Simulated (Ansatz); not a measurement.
Si$_{2}$Ni$_{6}$B in space group P-62m (No. 189; B on 1b, Si on 2c, Ni on 3g, Ni on 3f) at seven volumes, r²SCAN in the plane-wave PAW code Ansatz, shape and atoms relaxed at each. One row is withheld.

```
V (Å³/atom)  P (GPa)
-----------  -------
9.103          26.80
9.404              ?
9.704           7.52
10.004          0.00
10.304         -6.41
10.604        -11.74
10.904        -16.28
```

Q: Fit the shown pressures and predict the withheld one.

A: Third-order Birch–Murnaghan: P = (3/2)B₀(x^(7/2) − x^(5/2))[1 + (3/4)(B′ − 4)(x − 1)] with x = (V₀/V)^(2/3). Least squares on the six rows gives V₀ = 10.004 Å³/atom, B₀ = 229.6 GPa, B′ = 4.51. At V = 9.404, x = 1.0421 and P = 16.33 GPa. The run itself gave 16.39 GPa.

The workflow started from an entry of the Crystallography Open Database (COD). Whether it is the stable phase at ambient conditions was not checked. The cell was relaxed with r²SCAN under the symmetry of its start; whether a distortion lowers the energy is not shown. The workflow began spin-polarised and lost its moments.

Potentials: the later of the program's two PAW sets.
